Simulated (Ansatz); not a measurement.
Input, command and steps of an Ansatz relaxation.

```yaml
crystal:
  lattice:
    - [3.1490137336, 0.0, 0.0]
    - [-1.5745068668, 2.7271258901, 0.0]
    - [0.0, 0.0, 3.302720108]
  atoms:
    - { symbol: Ta, position: [0.3333333333, 0.6666666667, 0.0] }
    - { symbol: Be, position: [0.6666666667, 0.3333333333, 0.5] }
    - { symbol: B, position: [0.0, 0.0, 0.5] }
basis:
  ecutwfc: 500
kpoints:
  mp_grid: { grid: [15, 15, 14] }
hamiltonian:
  xc: r2scan
scf:
  occupations: { method: gaussian, width: 0.1 }
output:
  forces: true
  stress: true
  eigenvalues: true
relax:
  adjacent_minimum: "off"
  f_tol: 0.008
  max_steps: 40
  cell: { stress_tol: 0.015, fix: [a, b, gamma] }
```

```bash
ansatz run input.yaml --threads 1 --pin off --max-ram 1331MiB --backend cpu --events-out ev --progress --plain --runs-dir out
```

Theory: Ansatz 0.2.0, DFT r2SCAN, scalar-relativistic, plane waves, PAW.

Of 5 frames 4 are shown, positions in Å and forces in eV/Å; the SCF threshold varies from step to step. Steps run on the plane waves of an earlier cell, with a Pulay correction in the pressure. The basis is chosen afresh for the last frame, the zero of the energies, and at times for earlier ones too; energy and pressure step there, also at an unchanged geometry.

```xyz
3
Lattice="3.1490 0.0000 0.0000 -1.5745 2.7271 0.0000 0.0000 0.0000 3.3027" Properties=species:S:1:pos:R:3:forces:R:3 pbc="T T T" step=1 free_energy_over_end_meV_per_atom=0.19 pressure_GPa=12.22
Ta    0.0000    1.8181    0.0000    0.0000    0.0000    0.0000
Be    1.5745    0.9090    1.6514    0.0000    0.0000    0.0000
B     0.0000    0.0000    1.6514    0.0000    0.0000    0.0000
3
Lattice="3.1490 0.0000 0.0000 -1.5745 2.7271 0.0000 0.0000 0.0000 3.2823" Properties=species:S:1:pos:R:3:forces:R:3 pbc="T T T" step=2 free_energy_over_end_meV_per_atom=0.12 pressure_GPa=14.02
Ta    0.0000    1.8181    0.0000    0.0000    0.0000    0.0000
Be    1.5745    0.9090    1.6412    0.0000    0.0000    0.0000
B     0.0000    0.0000    1.6412    0.0000    0.0000    0.0000
3
Lattice="3.1490 0.0000 0.0000 -1.5745 2.7271 0.0000 0.0000 0.0000 3.2918" Properties=species:S:1:pos:R:3:forces:R:3 pbc="T T T" step=3 free_energy_over_end_meV_per_atom=-0.01 pressure_GPa=13.17
Ta    0.0000    1.8181    0.0000    0.0000    0.0000    0.0000
Be    1.5745    0.9090    1.6459    0.0000    0.0000    0.0000
B     0.0000    0.0000    1.6459    0.0000    0.0000    0.0000
3
Lattice="3.1490 0.0000 0.0000 -1.5745 2.7271 0.0000 0.0000 0.0000 3.2917" Properties=species:S:1:pos:R:3:forces:R:3 pbc="T T T" step=5 free_energy_over_end_meV_per_atom=0.00 pressure_GPa=13.18
Ta    0.0000    1.8181    0.0000    0.0000    0.0000    0.0000
Be    1.5745    0.9090    1.6458    0.0000    0.0000    0.0000
B     0.0000    0.0000    1.6458    0.0000    0.0000    0.0000
```

Spin–orbit coupling is left out, which can shift energies with elements as heavy as these.